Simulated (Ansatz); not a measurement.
MoSe:
```
CELL_PARAMETERS angstrom
      3.10694     0.00000     0.00000
      0.00000     3.10694     0.00000
      0.00000     0.00000     3.10694
ATOMIC_POSITIONS crystal
  Mo 0.00000 0.00000 0.00000
  Se 0.50000 0.50000 0.50000
```

Relaxed with PBEsol. Special points in fractions of this cell's reciprocal vectors: Γ (0.000, 0.000, 0.000); X (0.000, 0.500, 0.000); M (0.500, 0.500, 0.000); R (0.500, 0.500, 0.500).

### Question
List the band energies nearest the Fermi level at these points for DFT-PBEsol in the program Ansatz with PAW potentials.

### Answer
In eV from the Fermi level; about four levels below and three above (degenerate sets whole), none deeper than 8.9 eV; points with the same levels are listed once.

| k | below | above |
|---|---|---|
| Γ | -3.85 -3.85 -1.91 -1.91 -1.91 | 0.61 0.61 0.61 |
| X | -3.91 -3.91 -2.87 | 0.94 2.03 4.47 4.47 |
| M | -3.41 -1.10 -1.10 -0.33 | 0.36 2.33 5.08 |
| R | -7.95 -7.95 -7.95 | 2.46 2.46 2.90 2.90 2.90 |

Space group Pm-3m (CsCl type). A made-up cell: these elements were put on the sites of a structure type; neither database checked (COD, Materials Project) lists it. Its standing as an ambient phase is unchecked. The PBEsol relaxation kept the symmetry of its start; whether a distortion lowers the energy is not shown. No spin polarisation was allowed. Scalar-relativistic: spin–orbit coupling is off unless named, which matters more the heavier the elements.

Potentials: the earlier of the program's two PAW sets. The files were generated under PBE; for other functionals the program regenerates the frozen cores, and for LDA and PBEsol the local potential too.
